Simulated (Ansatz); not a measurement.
These are results of Ansatz 0.2.0, DFT PBE, scalar-relativistic, plane waves, PAW, and for the lanthanide a 4f-in-core norm-conserving potential, not measurements. Settings: cutoff 690 eV, Γ-centred meshes spaced at most about 0.3 Å⁻¹, and about 0.25 Å⁻¹ or finer for metals (2π included), Gaussian smearing. No spin polarisation in the final relaxations.

These are static total energies at zero pressure.

Compare these two cells of HoSi2O, each relaxed at this level.

A.

```yaml
crystal:
  lattice:
    - [4.14552, 0.00000, 0.00000]
    - [0.00000, 4.14552, 0.00000]
    - [0.00000, 0.00000, 4.57966]
  atoms:
    - { symbol: Ho, position: [0.00000, 0.00000, 0.50000] }
    - { symbol: Si, position: [0.50000, 0.00000, 0.00000] }
    - { symbol: Si, position: [0.00000, 0.50000, 0.00000] }
    - { symbol: O, position: [0.00000, 0.00000, 0.00000] }
```

B.

```yaml
crystal:
  lattice:
    - [4.31072, 0.00000, 0.00000]
    - [-2.15536, 3.73319, 0.00000]
    - [0.00000, 0.00000, 4.30698]
  atoms:
    - { symbol: Ho, position: [0.00000, 0.00000, 0.00000] }
    - { symbol: Si, position: [0.33333, 0.66667, 0.50000] }
    - { symbol: Si, position: [0.66667, 0.33333, 0.50000] }
    - { symbol: O, position: [0.00000, 0.00000, 0.50000] }
```

Question: Which is lower in energy, and by how much?

Answer: B is lower, by 260 meV/atom. A has space group P4/mmm (No. 123), 19.7 Å³/atom and no gap on its mesh; B has space group P6/mmm (No. 191), 17.3 Å³/atom and no gap. Counting Ho or Si atoms around O (for each partner element, those within 1.25 times its shortest distance or 1.15 times the sum of covalent radii, where it is the nearest in units of that sum or under 1.3; a plus sign parts groups by distance over the sum of covalent radii), A has O 2+4 and B has O 2. B holds Si–Si nets (shortest 2.49 Å); in A the shortest Si–Si distance is 2.93 Å. The denser one is the lower, and pressure would at first widen the difference. In A, around Ho lie 2 O at 2.29 Å and 8 Si at 3.09 Å; Si has 2 O at 2.07 Å, 4 Si at 2.93 Å and 4 Ho at 3.09 Å; O has 4 Si at 2.07 Å and 2 Ho at 2.29 Å. In B, Ho is surrounded by 2 O at 2.15 Å and 12 Si at 3.29 Å; around Si lie 3 O at 2.49 Å, 3 Si at 2.49 Å and 6 Ho at 3.29 Å; O is surrounded by 2 Ho at 2.15 Å and 6 Si at 2.49 Å. Both come from invented guesses.

In P4/mmm, P6/mmm an odd number of valence electrons (the lanthanide is held trivalent, its 4f shell in the core) allows no gap without spin; another valence of the lanthanide, a larger cell or a magnetic state could open one. Cells relaxed within their symmetry can be saddle points.

The lanthanide is trivalent by construction, without f bands, f moments or other valences.
